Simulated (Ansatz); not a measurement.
Sn₂Au:
```cif
data_Au2Sn4
_chemical_formula_sum 'Sn4 Au2'
_space_group_name_H-M_alt 'P 1'
_space_group_IT_number 1
_cell_length_a 5.97032
_cell_length_b 5.97032
_cell_length_c 5.97032
_cell_angle_alpha 60.000
_cell_angle_beta 60.000
_cell_angle_gamma 60.000
loop_
_space_group_symop_operation_xyz
  'x, y, z'
loop_
_atom_site_label
_atom_site_type_symbol
_atom_site_fract_x
_atom_site_fract_y
_atom_site_fract_z
_atom_site_occupancy
Sn1 Sn 0.62500 0.62500 0.62500 1
Sn2 Sn 0.12500 0.62500 0.62500 1
Sn3 Sn 0.62500 0.12500 0.62500 1
Sn4 Sn 0.62500 0.62500 0.12500 1
Au1 Au 0.25000 0.25000 0.25000 1
Au2 Au 0.00000 0.00000 0.00000 1
```

This is the PBEsol-relaxed structure.

### Question
All from PBEsol (plane waves, PAW; program Ansatz), unless another level is named. Give the formation energy from the elements (no fitted shifts).

### Answer
450 meV/atom.

### Question
Predict the density of states at the Fermi level.

### Answer
0.51 states/eV per atom (mean over ±0.08 eV).

Space group Fd-3m (cubic Laves (MgCu2 type)). The cell is a constructed one: a structure type filled with these elements; neither database checked (COD, Materials Project) lists it. COD files the formula under space group No. 61. Its standing as an ambient phase is unchecked. Symmetry was held in the PBEsol relaxation. At this level the phase is dynamically unstable (imaginary phonons). The references are the lowest solids computed at this level, not always the standard phases. Scalar-relativistic: spin–orbit coupling is off unless named, which matters more the heavier the elements.

Potentials: the earlier of the program's two PAW sets. The files were generated under PBE; for other functionals the program regenerates the frozen cores, and for LDA and PBEsol the local potential too.
